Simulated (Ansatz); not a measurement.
# GdN in the zincblende structure

The computed numbers are results of PBEsol, scalar-relativistic (collinear spin) in the plane-wave PAW code Ansatz at 420 eV, 10×10×10 k-mesh, Gaussian smearing of 0.05 eV. The datasets are Ansatz's generated set soft_2.

```yaml
crystal:
  lattice:
    - [0.00000, 2.63657, 2.63657]
    - [2.63657, 0.00000, 2.63657]
    - [2.63657, 2.63657, 0.00000]
  atoms:
    - { symbol: Gd, position: [0.00000, 0.00000, 0.00000] }
    - { symbol: N, position: [0.25000, 0.25000, 0.25000] }
```

This is a trial structure; measured cells of the compound in the Crystallography Open Database are in space group Fm-3m (rock salt).

Magnetic state: ferromagnetic, site spin moments Gd 6.78; N -0.06 μB.

The cell above was scaled in volume, its shape and atoms being fixed by the lattice's symmetry. Energies are counted from the cell above.

The cell is relaxed to zero pressure at this level.

```json
{"V (Å³/atom)": "17.59", "ΔE (meV/atom)": "10.6", "P (GPa)": "4.9", "gap on the mesh (eV)": "1.11", "largest moment (μB)": "6.76"}
{"V (Å³/atom)": "17.96", "ΔE (meV/atom)": "2.5", "P (GPa)": "2.3", "gap on the mesh (eV)": "1.11", "largest moment (μB)": "6.77"}
{"V (Å³/atom)": "18.33", "ΔE (meV/atom)": "0.0", "P (GPa)": "-0.1", "gap on the mesh (eV)": "1.11", "largest moment (μB)": "6.78"}
{"V (Å³/atom)": "18.69", "ΔE (meV/atom)": "2.6", "P (GPa)": "-2.2", "gap on the mesh (eV)": "1.10", "largest moment (μB)": "6.79"}
{"V (Å³/atom)": "19.06", "ΔE (meV/atom)": "10.0", "P (GPa)": "-4.2", "gap on the mesh (eV)": "1.10", "largest moment (μB)": "6.79"}
```

Question: What do the points give for the equilibrium volume, the bulk modulus and its pressure derivative (third-order Birch–Murnaghan)?

Answer: V0 = 18.32 Å³/atom, B0 = 113 GPa, B0′ = 3.8.

B0·V0 = 112.8 GPa × 18.32 Å³ = 12.89 eV/atom sets the scale: near the minimum ΔE ≈ ½ B0 V0 x², with x = V/V0 − 1, and a pressure of 1.1 GPa squeezes the volume by about 1 %. At the ends of the curve: x = −3.9 % predicts 10.0 meV/atom and the run gives 10.6; x = +4.1 % predicts 10.7 meV/atom and the run gives 10.0. The curve is steeper than the parabola on the compressed side and flatter on the expanded side: the bulk modulus rises with pressure.

Semilocal functionals without a U place occupied f levels too high and empty ones too low, so gaps that touch them come out too small. No spin–orbit coupling, a notable omission for heavy elements. The run wasn't fully tested for a lower electronic state. Site moments are of spin, integrated over atomic spheres. No antiparallel order was tried.
